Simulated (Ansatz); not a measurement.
SrLiAlSb2 (P3m1), a vibration from a frozen displacement

Theory: DFT PBEsol, scalar-relativistic, plane waves, PAW (Ansatz 0.2.0). The runs took a 420 eV cutoff, a Γ-centred 12×12×6 mesh and Gaussian smearing (0.15 eV). Spin–orbit coupling is left out, which matters for the heavy elements here. No spin polarisation. Energies are free energies at this smearing, counted from the undisturbed cell; pressure is positive in compression.

Reference structure (relaxed at this level; it needn't be the usual structure):

```xyz
5
Lattice="4.5177 0.0000 0.0000 -2.2588 3.9124 0.0000 0.0000 0.0000 7.7272" Properties=species:S:1:pos:R:3 pbc="T T T"
Li    2.2588    1.3041    2.8350
Sr    0.0000    2.6083    0.1961
Al    2.2588    3.9124    4.6605
Sb    2.2588    3.9124    2.0564
Sb    2.2588    1.3041    5.7063
```

Atom 1 (Li) is moved by x along the Cartesian unit vector (0.000, 0.000, 1.000); the cell and all other atoms stay fixed. The cell's volume is 136.58 Å³; the moved atoms weigh 6.940 u together and the others 358.122 u.

```csv
x (Å),ΔE (meV/cell),total force on the moved atoms along the move (eV/Å),pressure (GPa)
-0.1000,10.28,0.1962,0.0844
-0.0500,2.71,0.1048,0.0364
0.0000,0.00,0.0018,-0.0005
0.0250,0.65,-0.0544,-0.0142
0.0750,6.38,-0.1771,-0.0313
```

What frequency belongs to this motion?

The force constant is k = −dF/dx = 2.185 eV/Å², from the parabola through x = -0.0500, 0 and 0.0250. In every cell the moved atoms swing against the rest, so the mass is μ = m₁m₂/(m₁ + m₂) = 6.808 u, and ν̃ = 521.5 cm⁻¹ × √(|k|/μ) = 295 cm⁻¹. The pattern needn't be a normal mode: ν̃² is then a weighted mean of the squared nonzero frequencies at the zone centre of this cell, so it lies between the lowest and the highest of them.

How far does the harmonic law reach?

At x = -0.100 Å, kx²/2 = 10.93 meV against the computed 10.28 meV (-5.9 %): the well is still close to harmonic there.

In a metal these slopes depend on the k mesh and the smearing.

Cost: 5 runs of about 6.4 core-minutes in all, on Intel Xeon Processor @ 2.50GHz (Skylake/Cascade Lake) (shared hosts).